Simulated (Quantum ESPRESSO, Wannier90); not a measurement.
**CuI (wurtzite), plane waves to Wannier functions**

```
CELL_PARAMETERS angstrom
      4.24370     0.00000     0.00000
     -2.12185     3.67515     0.00000
      0.00000     0.00000     6.98836
ATOMIC_POSITIONS crystal
  Cu 0.66667 0.33333 0.87268
  Cu 0.33333 0.66667 0.37268
  I  0.66667 0.33333 0.50232
  I  0.33333 0.66667 0.00232
```

Structure: Materials Project mp-569346, symmetrised, not relaxed again. COD (Crystallography Open Database) has the formula in 3 space groups, this one among them (matched by group alone). Computed values, not measurements, from LDA: Quantum ESPRESSO (norm-conserving PseudoDojo potentials, cutoff 74 Ry, no spin polarisation, no spin-orbit coupling) on a Γ-centred 4×4×4 mesh, then Wannier90. Density: 12×12×6 mesh, Gaussian smearing 0.01 Ry. A non-magnetic state is assumed, with no Hubbard U; filled 3d bands tend to lie too high at this level. Spin-orbit coupling is left out although heavy elements are present.

Functional, cutoff and mesh named above are those of the base row (4×4×4); the first column says what each row takes instead. Model: 18 functions from bands 9-26, start SCDM (isolated) (the valence bands). Energies are relative to the valence-band maximum; the misfit is to pw.x on a path, for all bands of the set. Only the mesh of Bloch states changes. Ω_total can sit in another minimum from row to row; Ω_I of an isolated set cannot. A star marks runs that hit the step limit.

| mesh | Ω_I (Å²) | Ω_total (Å²) | rms misfit (meV) | k-points (cost) | rough cost of nscf and overlaps (first row = 1) |
|---|---|---|---|---|---|
| 2×2×2 | 13.82 | 16.16* | 92 | 8 | 1.0 |
| 3×3×3 | [?] | 18.07 | 44 | 27 | 2.4 |
| 4×4×4 | 16.77 | 19.12 | 13 | 64 | 6 |
| 5×5×5 | 17.38 | 19.71 | 9.6 | 125 | 11 |

What belongs in the gaps?


- 3×3×3, Ω_I (Å²): 15.71
